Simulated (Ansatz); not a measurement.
C:
```
C
1.0
    2.46485     0.00000     0.00000
   -1.23243     2.13462     0.00000
    0.00000     0.00000     6.75569
C
4
Direct
  0.00000   0.00000   0.25000
  0.00000   0.00000   0.75000
  0.33333   0.66667   0.25000
  0.66667   0.33333   0.75000
```

Relaxed with plane-wave PAW PBE+D3(BJ) (Ansatz code). Indices refer to the conventional cell of P6_3/mmc, a = 2.4649 Å, b = 2.4649 Å, c = 6.7557 Å, α = 90.00°, β = 90.00°, γ = 120.00°.

Problem. Simulate the powder diffraction pattern (Cu Kα, λ = 1.54184 Å; lines above 1 %) up to 2θ = 90°.

Solution. Simulated powder pattern, Cu Kα, λ = 1.54184 Å (kinematic, ideal powder, no thermal factors, no anomalous dispersion; the 30 strongest lines at most, above 1 %, up to 2θ = 90°):

```json
[
 {"2θ (°)": "26.39", "d (Å)": "3.378", "I/Imax (%)": "100", "hkl": "(0002)"},
 {"2θ (°)": "42.34", "d (Å)": "2.135", "I/Imax (%)": "3.5", "hkl": "(1 0 -1 0)"},
 {"2θ (°)": "44.51", "d (Å)": "2.035", "I/Imax (%)": "17", "hkl": "(1 0 -1 1)"},
 {"2θ (°)": "50.58", "d (Å)": "1.804", "I/Imax (%)": "3.4", "hkl": "(1 0 -1 2)"},
 {"2θ (°)": "54.32", "d (Å)": "1.689", "I/Imax (%)": "6.9", "hkl": "(0004)"},
 {"2θ (°)": "59.69", "d (Å)": "1.549", "I/Imax (%)": "5.3", "hkl": "(1 0 -1 3)"},
 {"2θ (°)": "77.44", "d (Å)": "1.232", "I/Imax (%)": "5.7", "hkl": "(1 1 -2 0)"},
 {"2θ (°)": "83.50", "d (Å)": "1.158", "I/Imax (%)": "9.3", "hkl": "(1 1 -2 2)"},
 {"2θ (°)": "84.95", "d (Å)": "1.142", "I/Imax (%)": "1.7", "hkl": "(1 0 -1 5)"},
 {"2θ (°)": "86.42", "d (Å)": "1.126", "I/Imax (%)": "1.4", "hkl": "(0006)"}
]
```

Symmetry was held in the PBE+D3(BJ) relaxation.

Potentials: the earlier of the program's two PAW sets.
